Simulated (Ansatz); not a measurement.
The elements of this relaxed trial crystal are hidden behind letters.

```
lattice vectors (Å)
   4.4446    0.0000    0.0000
  -2.2223    3.8491    0.0000
   0.0000    0.0000    5.2709
fractional positions
X 0.0000 0.0000 0.0000
X 0.3333 0.6667 0.2739
X 0.6667 0.3333 0.7261
Z 0.3333 0.6667 0.7677
Z 0.6667 0.3333 0.2323
```

Method: DFT PBE, scalar-relativistic, plane waves, PAW in Ansatz 0.2.0. Plane waves to 420 eV, a 12×12×8 mesh through Γ for the 5-atom cell and 0.10 eV Gaussian smearing; no spin polarisation.

* Space group: P-3m1 (No. 164)
* Conventional cell: a = 4.445 Å, c = 5.271 Å
* Volume per atom: 18.03 Å³
* Density: 5.32 g/cm³
* Energy over the elements: −0.36 eV/atom
* Gap on the 12×12×8 mesh of the 5-atom cell: 0 eV (a metal)

Energies are uncorrected and count from the elements' standard states at the same level.

Problem. X is a d-block element of period 4 and Z is a p-block element of period 4. Which elements are they?

Solution. X = Ti, Z = Ge, so the formula is Ti3Ge2. Density times volume gives a mean mass of 5.32 × 18.03/1.6605 = 57.8 u per atom, and this set has 57.8 u. Among the elements that the hints allow, noble gases aside, only these give it. Around Ti on a site of symmetry -3m lie 6 Ge at 2.84 Å and 6 Ti at 2.94 Å; Ti on a site of symmetry 3m has 5 Ge at 2.58–2.67 Å and 3 Ti at 2.94 Å; around Ge lie 5 Ti at 2.58–2.67 Å and 3 Ti at 2.84 Å.

Symmetry constrained the relaxation, so the result can be a saddle point.
